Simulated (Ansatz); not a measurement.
# Relaxation path: diamond C (111), 2 layers

DFT, LDA, PAW with Ansatz's default frozen-core files, scalar-relativistic (Ansatz 0.2.0); a Γ-centred 14×14×1 k mesh, Fermi–Dirac smearing of 0.02 eV, no spin polarisation. The run relaxes the atoms in the fixed cell.

Command: `ansatz run input.yaml --threads 1 --pin off --max-ram 3584MiB --backend cpu --events-out ev --progress --plain --runs-dir out` It took 15 s on 1 thread of Arm Neoverse V1 (shared host), peak memory 0.3 GiB.

```yaml
crystal:
  lattice:
    - [2.4973051747, 0.0, 0.0]
    - [-1.2486525873, 2.1627297223, 0.0]
    - [0.0, 0.0, 16.5098]
  atoms:
    - { symbol: C, position: [0.833333333, 0.166666667, 0.4845618878] }
    - { symbol: C, position: [0.166666667, 0.833333333, 0.5154381122] }
kpoints:
  mp_grid: { grid: [14, 14, 1] }
scf:
  occupations: { method: fermi_dirac, width: 0.02 }
hamiltonian:
  xc: lda
  pseudopotentials: { kind: paw }
output:
  forces: true
  stress: true
  eigenvalues: true
  write_density: true
  write_potential: true
  elf: true
  volumetric_format: npy
relax:
  f_tol: 0.01
  max_steps: 40
efield:
  axis: 3
  amplitude: 0
  dipole_correction: true
```

Each step lists its free energy a cell above the last geometry, and Cartesian positions (Å) with forces (eV/Å).

The first step:

```
step 1  dF = 2319.80 meV
  C 1.8730 0.3605 8.0000   0.0000 0.0000 9.0352
  C -0.6243 1.8023 8.5098   0.0000 0.0000 -9.0350
```

The PAW files were made under PBE. Real surfaces of this kind reconstruct, which a 1×1 cell forbids.

Where does the relaxation end, and by which steps?

After 4 geometries, with a shortest distance of 1.442 Å. The further steps:
```
step 2  dF = 213.37 meV
  C 1.8730 0.3605 8.1777   0.0000 0.0000 2.7647
  C -0.6243 1.8023 8.3321   0.0000 0.0000 -2.7632
step 3  dF = 40.72 meV
  C 1.8730 0.3605 8.2886   0.0000 0.0000 -1.2093
  C -0.6243 1.8023 8.2212   0.0000 0.0000 1.2047
step 4  dF = 0.00 meV
  C 1.8730 0.3605 8.2550   0.0000 0.0000 0.0004
  C -0.6243 1.8023 8.2548   0.0000 0.0000 0.0063
step 5  dF = -0.01 meV  (same geometry, solved once more)
  C 1.8730 0.3605 8.2550   0.0000 0.0000 -0.0035
  C -0.6243 1.8023 8.2548   0.0000 0.0000 0.0035
```
